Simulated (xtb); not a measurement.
xtb single point, GFN2-xTB, ALPB implicit water, on p-cresol, C7H8O (SMILES Cc1ccc(O)cc1), charge 0, multiplicity 1.

```
xtb m.xyz --gfn 2 --chrg 0 --uhf 0 --norestart --sp --alpb water

16

C     -2.801803     0.198726     0.263415
C     -1.306099     0.095554     0.277905
C     -0.513941     1.234953     0.273778
C      0.866146     1.144632     0.266184
C      1.482406    -0.099673     0.262066
O      2.838468    -0.238796     0.256673
C      0.699172    -1.248768     0.265549
C     -0.677180    -1.144218     0.273028
H     -3.253521    -0.654276     0.764492
H     -3.132558     1.111530     0.753592
H     -3.166208     0.217095    -0.764492
H     -0.979632     2.210150     0.277458
H      1.468923     2.043928     0.265071
H      3.253521     0.631882     0.257422
H      1.187758    -2.210150     0.264106
H     -1.275480    -2.043890     0.276610
```

The program's output:

```

          ...................................................
          :                      SETUP                      :
          :.................................................:
          :  # basis functions                  40          :
          :  # atomic orbitals                  40          :
          :  # shells                           24          :
          :  # electrons                        42          :
          :  max. iterations                   250          :
          :  Hamiltonian                  GFN2-xTB          :
          :  restarted?                      false          :
          :  GBSA solvation                   true          :
          :  PC potential                    false          :
          :  electronic temp.          300.0000000     K    :
          :  accuracy                    1.0000000          :
          :  -> integral cutoff          0.2500000E+02      :
          :  -> integral neglect         0.1000000E-07      :
          :  -> SCF convergence          0.1000000E-05 Eh   :
          :  -> wf. convergence          0.1000000E-03 e    :
          :  Broyden damping             0.4000000          :
          :  net charge                          0          :
          :  unpaired electrons                  0          :
          ...................................................

 iter      E             dE          RMSdq      gap      omega  full diag
   1    -23.4932312 -0.234932E+02  0.437E+00    4.16       0.0  T
   2    -23.5023667 -0.913554E-02  0.255E+00    4.25       1.0  T
   3    -23.4998038  0.256295E-02  0.719E-01    4.06       1.0  T
   4    -23.5039135 -0.410973E-02  0.182E-01    4.17       1.0  T
   5    -23.5040238 -0.110337E-03  0.721E-02    4.19       1.0  T
   6    -23.5040395 -0.156789E-04  0.382E-02    4.18       1.0  T
   7    -23.5040422 -0.270565E-05  0.104E-02    4.19       2.4  T
   8    -23.5040425 -0.304306E-06  0.468E-03    4.19       5.3  T
   9    -23.5040425 -0.260842E-07  0.278E-03    4.19       9.0  T
  10    -23.5040426 -0.371651E-07  0.654E-04    4.19      38.2  T
  11    -23.5040426 -0.889219E-09  0.191E-04    4.19     131.0  T

   *** convergence criteria satisfied after 11 iterations ***

         #    Occupation            Energy/Eh            Energy/eV
      -------------------------------------------------------------
         1        2.0000           -0.7053580             -19.1938
       ...           ...                  ...                  ...
        15        2.0000           -0.4744440             -12.9103
        16        2.0000           -0.4497272             -12.2377
        17        2.0000           -0.4428316             -12.0501
        18        2.0000           -0.4329558             -11.7813
        19        2.0000           -0.4161533             -11.3241
        20        2.0000           -0.4006083             -10.9011
        21        2.0000           -0.3728172             -10.1449 (HOMO)
        22                         -0.2190120              -5.9596 (LUMO)
        23                         -0.2068047              -5.6274
        24                         -0.0846512              -2.3035
        25                          0.0766227               2.0850
        26                          0.1096912               2.9848
       ...                                ...                  ...
        40                          0.6665642              18.1381
      -------------------------------------------------------------
                  HL-Gap            0.1538052 Eh            4.1853 eV
             Fermi-level           -0.2959146 Eh           -8.0522 eV


         :::::::::::::::::::::::::::::::::::::::::::::::::::::
         ::                     SUMMARY                     ::
         :::::::::::::::::::::::::::::::::::::::::::::::::::::
         :: total energy             -23.131478136347 Eh    ::
         :: total w/o Gsasa/hb       -23.126516948058 Eh    ::
         :: gradient norm              0.005531405521 Eh/a0 ::
         :: HOMO-LUMO gap              4.185253370025 eV    ::
         ::.................................................::
         :: SCC energy               -23.504030830351 Eh    ::
         :: -> isotropic ES            0.030215065705 Eh    ::
         :: -> anisotropic ES          0.003653454465 Eh    ::
         :: -> anisotropic XC          0.009889810652 Eh    ::
         :: -> dispersion             -0.011617599974 Eh    ::
         :: -> Gsolv                  -0.009124564993 Eh    ::
         ::    -> Gelec               -0.004163376704 Eh    ::
         ::    -> Gsasa                0.000011922947 Eh    ::
         ::    -> Ghb                 -0.006053870935 Eh    ::
         ::    -> Gshift               0.001080759698 Eh    ::
         :: repulsion energy           0.372552694004 Eh    ::
         :: add. restraining           0.000000000000 Eh    ::
         :: total charge              -0.000000000000 e     ::
[... lines cut ...]

     #   Z          covCN         q      C6AA      α(0)
     1   6 C        3.757    -0.121    22.880     6.820
     2   6 C        2.965     0.004    27.930     8.669
     3   6 C        2.926    -0.047    29.156     8.855
     4   6 C        2.917    -0.078    29.946     8.974
     5   6 C        2.847     0.138    24.986     8.192
     6   8 O        1.659    -0.465    22.155     6.354
     7   6 C        2.918    -0.064    29.589     8.920
     8   6 C        2.927    -0.046    29.146     8.854
     9   1 H        0.925     0.049     2.336     2.390
    10   1 H        0.925     0.049     2.329     2.386
    11   1 H        0.924     0.056     2.251     2.346
    12   1 H        0.926     0.039     2.463     2.454
    13   1 H        0.925     0.038     2.480     2.463
    14   1 H        0.805     0.368     0.547     1.161
    15   1 H        0.926     0.042     2.425     2.435
    16   1 H        0.926     0.039     2.466     2.456

 Mol. C6AA /au·bohr⁶  :       2804.568992
 Mol. C8AA /au·bohr⁸  :      66937.137156
 Mol. α(0) /au        :         83.729226

Wiberg/Mayer (AO) data.
largest (>0.10) Wiberg bond orders for each atom

 ---------------------------------------------------------------------------
     #   Z sym  total        # sym  WBO       # sym  WBO       # sym  WBO
 ---------------------------------------------------------------------------
     1   6 C    3.995 --     2 C    1.025    10 H    0.982     9 H    0.982
                            11 H    0.967
     2   6 C    3.989 --     3 C    1.412     8 C    1.401     1 C    1.025
     3   6 C    3.991 --     4 C    1.447     2 C    1.412    12 H    0.969
                             7 C    0.108
     4   6 C    3.987 --     3 C    1.447     5 C    1.376    13 H    0.966
                             8 C    0.106
     5   6 C    3.938 --     4 C    1.376     7 C    1.365     6 O    1.065
     6   8 O    2.064 --     5 C    1.065    14 H    0.844
     7   6 C    3.989 --     8 C    1.460     5 C    1.365    15 H    0.969
                             3 C    0.108
     8   6 C    3.991 --     7 C    1.460     2 C    1.401    16 H    0.969
                             4 C    0.106
     9   1 H    0.997 --     1 C    0.982
    10   1 H    0.997 --     1 C    0.982
    11   1 H    0.996 --     1 C    0.967
    12   1 H    0.998 --     3 C    0.969
    13   1 H    0.998 --     4 C    0.966
    14   1 H    0.864 --     6 O    0.844
    15   1 H    0.998 --     7 C    0.969
    16   1 H    0.999 --     8 C    0.969
 ---------------------------------------------------------------------------


molecular dipole:
                 x           y           z       tot (Debye)
 q only:       -0.209       0.603      -0.015
   full:       -0.175       0.754      -0.023       1.968
molecular quadrupole (traceless):
                xx          xy          yy          xz          yz          zz
 q only:        3.047       5.388      -0.176      -0.014       0.431      -2.871
  q+dip:        2.972       7.017       2.746       0.066       0.537      -5.717
   full:        2.520       7.027       1.151       0.074       0.536      -3.671

           -------------------------------------------------
          | TOTAL ENERGY              -23.131478136347 Eh   |
          | GRADIENT NORM               0.005531405521 Eh/α |
          | HOMO-LUMO GAP               4.185253370025 eV   |
           -------------------------------------------------
```

The total energy is -629.44 eV, -0.19 eV from the same level's vacuum run.
